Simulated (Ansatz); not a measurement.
**Strain response of Al**

Computed with Ansatz, DFT PBEsol+D3(BJ), scalar-relativistic, plane waves, PAW. (420 eV cutoff, 24×24×6 k-mesh, Gaussian smearing of 0.10 eV, no spin polarisation)

The relaxed crystal:

```yaml
crystal:
  lattice:
    - [2.80112, 0.00000, 0.00000]
    - [-1.40056, 2.42584, 0.00000]
    - [0.00000, 0.00000, 9.19283]
  atoms:
    - { symbol: Al, position: [0.00000, 0.00000, 0.00000] }
    - { symbol: Al, position: [0.33333, 0.66667, 0.25000] }
    - { symbol: Al, position: [0.00000, 0.00000, 0.50000] }
    - { symbol: Al, position: [0.66667, 0.33333, 0.75000] }
```

Deformation: c alone is stretched, the rest of the cell is held and the atoms relax, all within the symmetry that the strain leaves. Energies are extrapolated to zero smearing. Stress is positive in compression, on the Cartesian axes of the cell above. On this cell's mesh the reference holds a stress of up to 0.17 GPa.

Strains computed: -3.0, -2.0, -1.0, +1.0, +2.0, +3.0 %.

(1) At which strain does the energy stand 7.8 meV/atom over the relaxed crystal with σxx = 1.68, σyy = 1.68, σzz = 5.39 GPa?

Results:

(1) -3.0 %.

This form isn't the element's structure at ambient conditions.

Cost: 7 runs of about 1.7 core-minutes in all, on Arm Neoverse V1 (shared hosts).